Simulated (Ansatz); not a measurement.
**CoC: computed property card**

CoC:
Space group Fm-3m (No. 225); a = b = c = 3.9593 Å, α = β = γ = 90.00°

```
atom  site  symmetry       x       y       z
----  ----  --------  ------  ------  ------
Co      4a      m-3m  0.0000  0.0000  0.0000
C       4b      m-3m  0.5000  0.5000  0.5000
```
(The calculation used a cell of 2 atoms; values per cell refer to that cell.)

Space group Fm-3m (No. 225), rock salt; conventional cell a = 3.9593 Å, b = 3.9593 Å, c = 3.9593 Å, α = 90.00°, β = 90.00°, γ = 90.00°.

Method: PBEsol (plane waves, PAW; program Ansatz). Geometry: relaxed at this level of theory. Other levels are named where they apply.

**Cell and energy**

```
Item                                                         Result
-----------------------------------------------------  ------------
Volume per atom                                             7.76 Å³
Density                                                  7.59 g/cm³
Formation energy from the elements (no fitted shifts)  0.71 eV/atom
```

**Electronic structure**

```
Item                                                                       Result
------------------------------------  -------------------------------------------
Electronic character                                            metallic (no gap)
Density of states at the Fermi level  1.2 states/eV per atom (mean over ±0.08 eV)
```

**Magnetism**

```
Quantity                                          Result
--------------  ----------------------------------------
Magnetic order  non-magnetic (starting moments vanished)
```

**Mechanics**

```
Property                                                                      Result
--------------------------------------------  --------------------------------------
Bulk modulus (Birch–Murnaghan fit)                                         3380 kbar
Pressure derivative B′                                                           4.5
Elastic constants (relaxed ions, GPa)               C11 = 611, C12 = 204, C44 = 44.3
Mechanical stability                          stable (all eigenvalues of C positive)
Hill bulk and shear moduli                                          340 and 86.2 GPa
Young's modulus                                                              239 GPa
Poisson's ratio                                                                 0.38
Debye temperature from the elastic constants                                   572 K
```

The start of the workflow was typed in or built on a structure type; neither database checked (COD, Materials Project) lists it. Its standing as an ambient phase is unchecked. The PBEsol relaxation kept the symmetry of its start; whether a distortion lowers the energy is not shown. The workflow began spin-polarised and lost its moments. The cell computed holds one magnetic atom, so no antiferromagnetic order was within reach. Its formation energy is positive at this level, so the cell may be metastable or incomplete. As this level gives no gap, shear constants depend on the k-mesh and smearing (Fermi–Dirac, 0.1 eV here). On the denser mesh and wider smearing of the elastic run this cell carries a stress of 0.3 GPa. The references are the lowest solids computed at this level, not always the standard phases.

Potentials: the earlier of the program's two PAW sets. The files were generated under PBE; for other functionals the program regenerates the frozen cores, and for LDA and PBEsol the local potential too.
